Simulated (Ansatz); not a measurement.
ZnCu$_{2}$SnS$_{4}$:
```cif
data_Cu4S8Sn2Zn2
_chemical_formula_sum 'Cu4 Zn2 Sn2 S8'
_space_group_name_H-M_alt 'I-4'
_space_group_IT_number 82
_space_group_name_Hall 'I -4'
_cell_length_a 5.37349
_cell_length_b 5.37349
_cell_length_c 10.75393
_cell_angle_alpha 90.000
_cell_angle_beta 90.000
_cell_angle_gamma 90.000
loop_
_atom_site_label
_atom_site_type_symbol
_atom_site_symmetry_multiplicity
_atom_site_Wyckoff_symbol
_atom_site_fract_x
_atom_site_fract_y
_atom_site_fract_z
_atom_site_occupancy
Cu1 Cu 2 a 0.00000 0.00000 0.00000 1
Cu2 Cu 2 c 0.00000 0.50000 0.25000 1
Zn1 Zn 2 d 0.50000 0.00000 0.25000 1
Sn1 Sn 2 b 0.00000 0.00000 0.50000 1
S1 S 8 g 0.25957 0.26857 0.37007 1
```
(The calculation used a cell of 8 atoms; values per cell refer to that cell.)

Relaxed with the program Ansatz at the PBEsol level (PAW). Indices refer to the conventional cell of I-4, a = b = 5.373 Å, c = 10.754 Å, α = β = γ = 90.00°.

**Question.** Simulate the powder diffraction pattern (Fe Kα, λ = 1.93735 Å; lines above 1 %) up to 2θ = 90°.

**Answer.** Simulated powder pattern, Fe Kα, λ = 1.93735 Å (kinematic, ideal powder, no thermal factors, no anomalous dispersion; the 30 strongest lines at most, above 1 %, up to 2θ = 90°):

```csv
2θ (°),d (Å),I/Imax (%),hkl
20.76,5.377,1.1,(002)
23.25,4.807,4.0,(101)
29.54,3.800,1.6,(110)
36.38,3.103,100,(112)
37.91,2.982,2.4,(103)
42.24,2.688,5.1,(004)
42.27,2.687,10,(200)
47.54,2.403,1.2,(202)
48.79,2.345,2.5,(121)+(211)
61.29,1.900,37,(204)
61.31,1.900,18,(220)
73.39,1.621,13,(116)
73.43,1.620,26,(132)+(312)
77.27,1.552,4.0,(224)
```

The cell was relaxed with PBEsol under the symmetry of its start. The run is not spin-polarised. Scalar-relativistic: spin–orbit coupling is off unless named, which matters more the heavier the elements.

Potentials: the later of the program's two PAW sets.
